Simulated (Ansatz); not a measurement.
This guess for HoSbTe3 is about to be relaxed.

```cif
data_structure
_symmetry_space_group_name_H-M 'P 1'
_symmetry_Int_Tables_number 1
_cell_length_a 5.1866
_cell_length_b 5.1866
_cell_length_c 7.9443
_cell_angle_alpha 90.000
_cell_angle_beta 90.000
_cell_angle_gamma 120.000
_cell_volume 185.08
loop_
_atom_site_label
_atom_site_type_symbol
_atom_site_fract_x
_atom_site_fract_y
_atom_site_fract_z
_atom_site_occupancy
Ho1 Ho 0.00000 0.00000 0.50000 1
Sb1 Sb 0.00000 0.00000 0.00000 1
Te1 Te 0.55889 0.00000 0.00000 1
Te2 Te 0.00000 0.55889 0.00000 1
Te3 Te 0.44111 0.44111 0.00000 1
```

These are results of Ansatz 0.2.0, DFT PBE, scalar-relativistic, plane waves, PAW, and for the lanthanide a 4f-in-core norm-conserving potential, not measurements. Cutoff 690 eV, Gaussian smearing, Γ-centred meshes. Cell and atoms relax first on a coarse mesh and then on a finer one. In between, the cell is made exact in the group found at 0.06 Å. In metals the finer mesh still leaves noise of several meV/atom or more. The steps can't lower the symmetry of their start. No spin polarisation.

A guess keeps its type if space group and coordination stay and the shape of the cell changes little (axis ratios within about 15 %, angles within 6°); the volume may change.

Task: Does this structure survive the relaxation?

Result: It doesn't keep its type. The symmetry goes from P-62m (No. 189) to P6/mmm (No. 191). The volume per atom grows by 13.6 %, from 37.0 to 42.0 Å³. The shortest distance goes from 2.29 Å (Sb–Te) to 2.86 Å (Ho–Sb). Counting neighbours within 15 % of an atom's shortest distance, the start has Ho 2, Sb 3, Te 1 and the end Ho 2, Sb 8, Te 6. In detail, at the end Ho has 2 Sb at 2.86 Å; Sb has 2 Ho at 2.86 Å and 6 Te at 3.25 Å; Te has 2 Sb at 3.25 Å and 4 Te at 3.25 Å.

```
CELL_PARAMETERS angstrom
6.50858 0.00000 0.00000
-3.25429 5.63659 0.00000
0.00000 0.00000 5.72907
ATOMIC_POSITIONS crystal
Ho 0.00000 0.00000 0.50000
Sb 0.00000 0.00000 0.00000
Te 0.50000 0.00000 0.00000
Te 0.00000 0.50000 0.00000
Te 0.50000 0.50000 0.00000
```

Formation energies are uncorrected and refer to the elements' standard structures at the same level.

Task: At what energy does it end?

Result: +0.28 eV/atom. It can't be a ground state, since the elements alone are lower.

The last run used a 6×6×8 mesh (in the run's order of axes) for its 5-atom cell and Gaussian smearing of 0.10 eV. These runs have no spin–orbit coupling, which can matter for Sb and Te. The reference form of Te is held partly by dispersion forces, which this level lacks. Symmetry constrained the relaxation, so the result can be a saddle point. Another cell of HoSbTe3 relaxed alike, in P4/mmm, lies 0.37 eV/atom lower, so this cell isn't the stable form at this level.

The lanthanide is trivalent by construction, without f bands, f moments or other valences. The reference runs of the other elements, and any phases without the lanthanide, used 420 eV, which shifts energies against them by under 10 meV/atom. The lanthanide's reference is the lowest of its hcp, dhcp and fcc cells.
